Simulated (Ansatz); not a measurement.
**Structure map: energy, volume and gap of polymorphs**

Relaxing one composition in several structure types shows which are competitive, which pressure would favour, and how volume and gap change with structure.

The reference row is NbAs, I4₁md tI8. The reference is the lowest phase computed, which need not be the stable form in nature.

Data:

Where the numbers come from (Ansatz, a plane-wave PAW program): energy: PBE, total energy at 0 K with the change to a 700 eV cutoff added (comparable within one formula alone); volume per atom: PBE, relaxed cell; gap: PBE; bulk modulus: PBE, equation-of-state fit.

Working rules: ΔE = E − E_ref; ΔV = V − V_ref; temperature scale ΔE/k_B = 11.605 K/meV × ΔE.

```csv
crystal,E (eV/atom),V (Å³/atom),gap (eV),B₀ (GPa),ΔE (meV/atom),ΔV (Å³/atom),ΔE/k_B (K)
"NbAs, I4₁md tI8, reference",−4704.902,17.72,0.00,160,0.0,0.00,0
"NbAs, CoSn type, P6/mmm",−4704.528,19.70,0.00,136,374.0,1.98,4300
"NbAs, CsCl type",−4704.637,16.65,0.00,165,265.0,−1.07,3100
"NbAs, CrB type, Cmcm",−4704.682,18.00,0.00,–,220,0.28,2600
```

Started from generated or typed cells, with no claim that the phase is known: NbAs, CoSn type, P6/mmm; NbAs, CsCl type; NbAs, CrB type, Cmcm. No gap (0.00) means none at this level, which can close a small real gap. Spin–orbit coupling is left out unless named.

Worked example:

For NbAs, CrB type, Cmcm, step by step:

ΔE = 1000 × (−4704.682 − (−4704.902)) = 220 meV/atom; ΔV = 18.00 − 17.72 = 0.28 Å³/atom; ΔE/k_B: 11.605 × 220 = 2600 K.

Result:

In order of ΔE, lowest first: NbAs, I4₁md tI8 (0.0 ± 5.0), NbAs, CrB type, Cmcm (220 ± 5.0), NbAs, CsCl type (265.0 ± 5.0), NbAs, CoSn type, P6/mmm (374.0 ± 5.0). The ± follows from allowances picked for this note (energy 0.004 eV/atom, 3 meV/atom on the figure itself), carried to first order and added in quadrature, each row's own inputs moving alone; ≈ joins neighbours closer than their two ± added in quadrature.

Pareto front for low ΔE and low volume per atom: NbAs, I4₁md tI8 (0.0, 17.72); NbAs, CsCl type (265.0, 16.65). The reference is on the front.

Denser than the reference, so favoured by pressure; with fixed volumes the enthalpies cross at P ≈ 0.1602 ΔE/|ΔV|: NbAs, CsCl type 0.1602 × 265.0/1.07 = 40 GPa. Each is against the reference alone, so another phase may come first, and differences in compressibility move them.

Caveats:

Vibrational free energy is left out, and phases that were not computed could lie lower. Rows are a sample of the computed phases of this formula. Limits of the draw: a spread of over 30 meV/atom, none over 0.9 eV/atom above the reference, within 8 meV/atom of the lowest or within 3 meV/atom of a neighbour. As a rule kept out of such tables: 4f compounds, open-shell compounds run without a Hubbard term, cells found unstable in the tests at hand, cells close to a higher symmetry, and runs set to a pressure or over 12 % in volume from the crystal's fullest run. A dash marks a value that is not given here.
